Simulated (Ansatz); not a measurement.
Crystals of one structure type (zinc blende) and one family of elements, relaxed and computed with plane-wave PAW PBEsol (Ansatz code).

```tsv
crystal	gap (eV)	ε∞
BAs	1.08	9.87
BP	1.11	9.30
GaP	1.45	?
AlN	3.19	4.65
BN	4.29	4.63
```

**Question.** Fit a straight line to ln ε∞ against ln E_g and predict the withheld value.

**Answer.** Least squares on the 4 shown rows: ln ε∞ = -0.58 × ln E_g + (2.303), with a scatter of 6.4 %. For GaP this gives 8.06. The run itself gave 10.6, a miss of 24.0 % of that, well beyond the scatter: the line misses something about this case.

All cells were relaxed under the symmetry of their starts (and spin orders); stability against distortions was not tested throughout. Scalar-relativistic: spin–orbit coupling is off unless named, which matters more the heavier the elements.

Potentials: the earlier of the program's two PAW sets. The files were generated under PBE; for other functionals the program regenerates the frozen cores, and for LDA and PBEsol the local potential too.
